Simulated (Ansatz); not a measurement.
# Magnetic orders of MoSe

Theory: Ansatz, DFT r2SCAN, scalar-relativistic, plane waves, PAW.

```cif
data_structure
_symmetry_space_group_name_H-M 'P 1'
_symmetry_Int_Tables_number 1
_cell_length_a 3.6414
_cell_length_b 3.6414
_cell_length_c 3.6414
_cell_angle_alpha 60.000
_cell_angle_beta 60.000
_cell_angle_gamma 60.000
_cell_volume 34.14
loop_
_atom_site_label
_atom_site_type_symbol
_atom_site_fract_x
_atom_site_fract_y
_atom_site_fract_z
_atom_site_occupancy
Mo1 Mo 0.00000 0.00000 0.00000 1
Se1 Se 0.50000 0.50000 0.50000 1
```

The plane-wave cutoff is 500 eV, the Γ-centred k-mesh is 14×14×14 and the occupation rule is Gaussian smearing, 0.1 eV. The list of starting moments (μB, in atom order) is 3.5 0. The check for lower electronic states after the SCF is off.

All runs keep this geometry, which isn't relaxed for the lowest state (largest force there 0.000 eV/Å, pressure 17.4 GPa) and needn't be a stable compound; relaxing each order would shift the differences by some 99 meV/atom, going by the pressures and a bulk modulus of about 150 GPa. A propagation vector, in units of the reciprocal vectors, doubles the cell, which takes an equally dense mesh. r2SCAN tends to overstate moments in metals. Site moments are spin moments in atom-centred spheres that scale with the neighbour distance. The states are those that the runs reached from these starts; a lower one can exist.

Q: Starts tried: no spin; large parallel starting moments; antiferromagnetic, doubled cell, propagation vector (0, 1/2, 1/2). Which state comes out lowest, and what are the moments?

A: The lowest state is antiferromagnetic, reached from the start “antiferromagnetic, doubled cell, propagation vector (0, 1/2, 1/2)”, with site moments (μB) Mo +1.94, Mo -1.94.

```json
{"start": "no spin", "ends": "non-magnetic", "energy above lowest (meV/atom)": "199", "site moments (μB)": "none over 0.05", "gap on mesh (eV)": "metal", "P (GPa)": "4.9"}
{"start": "large parallel starting moments", "ends": "ferromagnetic", "energy above lowest (meV/atom)": "38.4", "site moments (μB)": "Mo +1.93, Se +0.06", "gap on mesh (eV)": "metal", "P (GPa)": "17.4"}
{"start": "antiferromagnetic, doubled cell, propagation vector (0, 1/2, 1/2)", "ends": "antiferromagnetic", "energy above lowest (meV/atom)": "0.00", "site moments (μB)": "Mo +1.94, Mo -1.94", "gap on mesh (eV)": "metal", "P (GPa)": "17.4"}
```

Cost: 3 runs of about 2.3 core-minutes in all, on Oxide Virtual Turin-like Processor (Zen 5) (shared hosts).